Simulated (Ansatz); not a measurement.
Starting cell, ScAl3 (Cu3Au type):

```
CELL_PARAMETERS angstrom
      4.10550     0.00000     0.00000
      0.00000     4.10550     0.00000
      0.00000     0.00000     4.10550
ATOMIC_POSITIONS crystal
  Al 0.00000 0.50000 0.50000
  Al 0.50000 0.50000 0.00000
  Al 0.50000 0.00000 0.50000
  Sc 0.00000 0.00000 0.00000
```

The atoms are displaced by Q × the pattern below (from a DFPT mode at Γ, largest move 1; Q in Å), at fixed cell. It is one choice among 3 degenerate patterns.

```
atom      x      y       z
----  -----  -----  ------
Al1   0.000  0.000  -1.000
Al2   0.000  0.000   0.427
Al3   0.000  0.000  -1.000
Sc4   0.000  0.000   0.944
```

Method: PBE (plane waves to 420 eV, PAW, scalar-relativistic; Ansatz, an electronic-structure program). k mesh 11×11×11 (Γ-centred), Fermi-Dirac smearing 0.05 eV. With partly filled bands, energies and forces of such displacements shift with the k mesh and the smearing. ScAl3 is run without spin polarisation. ScAl3 was relaxed with its symmetry unable to fall.

At one point of the scan the forces (eV/Å) are:

| atom | Fx | Fy | Fz |
|---|---|---|---|
| Al1 | 0.000 | 0.000 | -0.908 |
| Al2 | 0.000 | 0.000 | 0.397 |
| Al3 | 0.000 | 0.000 | -0.908 |
| Sc4 | 0.000 | 0.000 | 1.418 |

### Question
Which point is it?
A. Q = -0.083 Å
B. Q = -0.017 Å
C. Q = -0.050 Å
D. Q = -0.067 Å

### Answer
A, Q = -0.083 Å

(For displaced atoms, the force is minus the slope of the energy, and its curvature is a force constant, which sets phonon frequencies.)
